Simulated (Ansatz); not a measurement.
GaN in space group I4mm (No. 107; Ga on 2a, N on 2a) at seven volumes, the program Ansatz at the PBEsol level (PAW), shape and atoms relaxed at each. One row is withheld.

```csv
V (Å³/atom),P (GPa)
9.153,19.03
9.455,?
9.757,6.02
10.059,0.00
10.360,-5.28
10.662,-9.84
10.964,-13.77
```

Problem. Fit the shown pressures and predict the withheld one.

Solution. P = (3/2)B₀(x^(7/2) − x^(5/2))[1 + (3/4)(B′ − 4)(x − 1)] with x = (V₀/V)^(2/3). Least squares on the six rows gives V₀ = 10.062 Å³/atom, B₀ = 181 GPa, B′ = 2.44. At V = 9.455, x = 1.0424 and P = 12.12 GPa. The run itself gave 12.65 GPa.

The workflow started from a Materials Project entry (that database holds measured and hypothetical structures alike); the Crystallography Open Database copy checked does not list it. It is not the phase usual at ambient conditions (space group No. 186, 216). The cell was relaxed with PBEsol under the symmetry of its start; its stability against distortions is not shown here.

Potentials: the later of the program's two PAW sets.
